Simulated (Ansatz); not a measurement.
In PBE (plane waves, PAW; program Ansatz), AlIr in the orthorhombic phase (Cmcm; Al on 4c, Ir on 4c) relaxes to a = 2.844 Å, b = 9.626 Å, c = 4.175 Å. Its formation energy from the elements is -0.63 eV/atom, with no fitted shifts.

Electronic character: metallic (no gap).

The start of the workflow was typed in or built on a structure type; neither database checked (COD, Materials Project) lists it. Whether it is the stable phase at ambient conditions was not checked. The cell was relaxed with PBE under the symmetry of its start; whether a distortion lowers the energy is not shown. No spin polarisation was allowed. Axis ratios of metals converge slowly with the k-mesh, so a and c are less sure than the volume. The references are the lowest solids computed at this level, not always the standard phases. Spin–orbit coupling is left out wherever it is not named.

Potentials: the earlier of the program's two PAW sets.
